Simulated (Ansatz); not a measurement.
Each is relaxed and computed with r²SCAN (plane waves, PAW; program Ansatz). Which is the only metal?
A. TiO2, anatase
B. GeTePt, P2_13 (Ge on 4a, Te on 4a, Pt on 4a)
C. GaGeTe, R-3m (Ga on 6c, Ge on 6c, Te on 6c)
D. Ti5Ge3, P6_3/mcm (Ti on 6g, Ti on 4d, Ge on 6g)

D, Ti5Ge3, P6_3/mcm (Ti on 6g, Ti on 4d, Ge on 6g). Ti5Ge3: metal; TiO2: gap 2.53 eV (indirect); GeTePt: gap 0.37 eV (indirect); GaGeTe: gap 0.60 eV (direct). Standing as an ambient phase not checked: Ti5Ge3, P6_3/mcm (Ti on 6g, Ti on 4d, Ge on 6g); GeTePt, P2_13 (Ge on 4a, Te on 4a, Pt on 4a); GaGeTe, R-3m (Ga on 6c, Ge on 6c, Te on 6c). Weakly bound layers, chains or molecules computed without a dispersion correction, so cells and soft constants are ill determined: GaGeTe, R-3m (Ga on 6c, Ge on 6c, Te on 6c). All cells were relaxed under the symmetry of their starts (and spin orders); stability against distortions was not tested throughout. Rows with no word on spin ran without spin polarisation. Scalar-relativistic: spin–orbit coupling is off unless named, which matters more the heavier the elements.

Potentials: the earlier of the program's two PAW sets.
